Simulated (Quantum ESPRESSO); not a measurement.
## One change at a time to AgLi3MgTa3

All numbers below are calculated, not measured. They come from Quantum ESPRESSO 7.5, a public plane-wave density functional program. Each row is one single-point run on a made-up periodic cell of eight metal atoms, with elements, volume, strain and displacements drawn at random and not relaxed, so a cell may be unstable or far from any real phase. There is no spin polarisation or spin-orbit coupling.

Settings: PBE unless stated; PseudoDojo standard norm-conserving files; Fermi-Dirac width 0.25 eV, which means electrons at about 2900 K; cutoff 1143 eV; 5 x 5 x 4 k mesh shifted half a step off Gamma. E is the free energy of the whole cell (internal energy minus TS), so a -TS column is already part of it. Stress is positive in tension, and the pressure P is minus a third of its trace.

Checks: one run of this series was repeated at a higher cutoff and on a denser mesh, which moved values by no more than 0.003 eV, 0.02 GPa and 0.007 eV/Å, and a second program with other atomic files agreed on it to 2 % rms in force and 0.5 GPa in pressure. Known limits: heavy elements are run without spin-orbit coupling, which real alloys of them have; a spin test at this wide smearing found no moment, but such smearing suppresses magnetism that the real alloy may have.

The lattice is hexagonal close-packed, and the cell vectors in Å are (4.597, -2.654, 0.000); (-3.064, 0.000, -4.835); (3.064, 5.308, 0.000), a volume of 157.30 Å³ in run 1. The elements on sites 1 to 8 are Ta Ag Li Ta Li Ta Mg Li. Each later run makes one change to run 1 and keeps the rest. E is counted from run 1, and is n/a where other atomic files have another zero of energy.

```
run                           change  V (Å³)  P (GPa)  -TS (eV)  rms force (eV/Å)  largest change of a force component (eV/Å)  E (eV)
  1                             none  157.30    -6.77    -1.391             0.567                                       0.000   0.000
  2          sites 4 and 5 exchanged  157.30    -6.50    -1.658             0.568                                       1.172   0.515
  3    all lengths scaled by +0.58 %  160.06    -7.63    -1.416             0.559                                       0.066   0.123
  4              LDA in place of PBE  157.30   -11.75    -1.407             0.573                                       0.268     n/a
  5                     Pt on site 3  157.30   -10.77    -1.410             0.681                                       0.923     n/a
  6  site 4 moved by +0.22 Å along x  157.30    -6.47    -1.414             0.701                                       1.195       ?
```

## Worked estimate

Along the move dE = -F dx. The force on site 4 along x is -0.654 eV/Å in run 1 and -1.849 eV/Å in run 6, and the move is +0.22 Å, so the mean force times the move gives an estimate.

## Withheld value

Question: what E should run 6 give?

The estimate is 0.275 eV. The calculation gave 0.271 eV. The mean of two end points misses the curvature of the force.
